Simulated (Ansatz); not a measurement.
## Slab of fcc Cu (110), 5 layers

The slab is cut from the fcc crystal, the stable phase, as relaxed on PAW files (11.95 Å³/atom), with 16 Å of vacuum and a dipole correction:

```yaml
crystal:
  lattice:
    - [2.56645, 0.00000, 0.00000]
    - [0.00000, 3.62951, 0.00000]
    - [0.00000, 0.00000, 21.13290]
  atoms:
    - { symbol: Cu, position: [0.00000, 0.00000, 0.37856] }
    - { symbol: Cu, position: [0.50000, 0.50000, 0.43928] }
    - { symbol: Cu, position: [0.00000, 0.00000, 0.50000] }
    - { symbol: Cu, position: [0.50000, 0.50000, 0.56072] }
    - { symbol: Cu, position: [0.00000, 0.00000, 0.62144] }
```

All numbers are PBE results (scalar-relativistic) from Ansatz 0.2.0, with a Γ-centred 16×11×1 k mesh, Fermi–Dirac smearing of 0.05 eV, no spin polarisation. Methods: LAPW: all electrons, basis error target 1 meV/atom; PAW: frozen-core files, cutoff 420 eV.

The bulk energy comes from a cell in the slab's orientation on a 16×11×16 mesh. The surface energy is (E(slab) − N·E(bulk))/2A at zero smearing, the mean of both faces; thin slabs carry quantum-size effects.

As cut, the LAPW slab lies 1.865 eV above 5 atoms of bulk. What surface energy is that?

Over two faces of 9.31 Å² it is 100.1 meV/Å², and times 16.02 J/m² per eV/Å² that gives γ = 1.604 J/m².

What do relaxation and the other method give, and what work function comes out?



```csv
method,γ as cut (J/m²),γ relaxed (J/m²),Φ as cut (eV),Φ relaxed (eV)
LAPW,1.604,1.567,4.34,4.37
PAW,1.603,1.566,4.34,4.38
```

How do the spacings between the planes relax?

From the bottom face up: d12 -9.3 % of 1.283 Å, d23 +2.6 % of 1.283 Å, d34 +2.6 % of 1.283 Å, d45 -9.3 % of 1.283 Å.

What changes if the vacuum is set to 22 Å?

LAPW then gives: no gap, work function 4.37 eV; PAW: no gap, work function 4.38 eV.

A 2p core hole is made on one atom of each kind in every 1×1 cell (PAW hole dataset, neutral cell, valence without spin). What does it cost by layer?

layer 1 936.21 eV, layer 2 936.48 eV, layer 3 936.49 eV. Shifts between layers mean more than the absolute values, and a whole layer of holes screens otherwise than one hole.
